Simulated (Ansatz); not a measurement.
**EuMn2Sb2: what a change of kpoints.mp_grid.grid, scf.max_iter does**

All numbers are calculated (PBEsol, collinear spin, no spin-orbit coupling; Ansatz, PAW set soft_2, 420 eV, k-mesh 9×9×4), not measured. These are the settings of the reference run.

Cell:

```cif
data_structure
_symmetry_space_group_name_H-M 'P 1'
_symmetry_Int_Tables_number 1
_cell_length_a 4.2196
_cell_length_b 4.2196
_cell_length_c 7.5163
_cell_angle_alpha 90.000
_cell_angle_beta 90.000
_cell_angle_gamma 120.000
_cell_volume 115.90
loop_
_atom_site_label
_atom_site_type_symbol
_atom_site_fract_x
_atom_site_fract_y
_atom_site_fract_z
_atom_site_occupancy
Eu1 Eu 0.00000 0.00000 0.00000 1
Mn1 Mn 0.33333 0.66667 0.60883 1
Mn2 Mn 0.66667 0.33333 0.39117 1
Sb1 Sb 0.33333 0.66667 0.26605 1
Sb2 Sb 0.66667 0.33333 0.73395 1
```

The reference run of this cell is solved again as a single point with these keys changed:

| key | reference run | changed run |
| --- | --- | --- |
| kpoints.mp_grid.grid | [9, 9, 4] | [1, 1, 1] |
| scf.max_iter | not typed | 80 |

Problem. How far do the results move?

Solution. 

```
                                    quantity  reference run  changed run
energy, changed less reference (meV an atom)              0       1336.5
                              pressure (GPa)            0.0         -1.4
                        largest force (eV/Å)           0.00         0.31
                        gap on the mesh (eV)           0.00         0.43
                     moment of the cell (μB)          12.76        13.00
```

The energy moves by 1337 meV an atom (6.68 eV for the cell). It took 17 iterations. The change was made on purpose as a fault (one k-point for a small cell); the changed values aren't properties of EuMn2Sb2. A gap taken on a mesh is an upper bound, since the band edges can lie between its points.

Caveats: the reference run: 4f shell without a U, which puts 4f levels too near the Fermi level; the reference run: open f or d shells may hold a state above the lowest; a single point, atoms not relaxed again; semilocal functionals make gaps too small and can close them.
